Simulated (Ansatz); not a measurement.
According to PBE+D3(BJ) (plane waves, PAW; program Ansatz), SiC in the hexagonal phase (P6_3/mmc; Si on 2c, C on 2d) relaxes to a = 3.123 Å, c = 5.223 Å. Si has 3 nearest neighbours from 1.80 Å (trigonal planar); C has 3 nearest neighbours from 1.80 Å (trigonal planar). Against the elements it lies at 0.18 eV/atom, with no fitted shifts.

The Kohn–Sham gap is 0.98 eV (indirect). The valence maximum lies on the Γ–M line, 19 % of the way from Γ and the conduction minimum at M (3 equivalent valleys). The electron mass is 0.15, 1.0, 1.0 mₑ (principal values).

The start of the workflow was typed in or built on a structure type; neither database checked (COD, Materials Project) lists it. It is not the phase usual at ambient conditions (space group No. 186, 216). The PBE+D3(BJ) relaxation kept the symmetry of its start; whether a distortion lowers the energy is not shown. The volume moved by -44 % from the start of the relaxation. Its formation energy is positive at this level, so the cell may be metastable or incomplete. The references are the lowest solids computed at this level, not always the standard phases.

Potentials: the later of the program's two PAW sets.
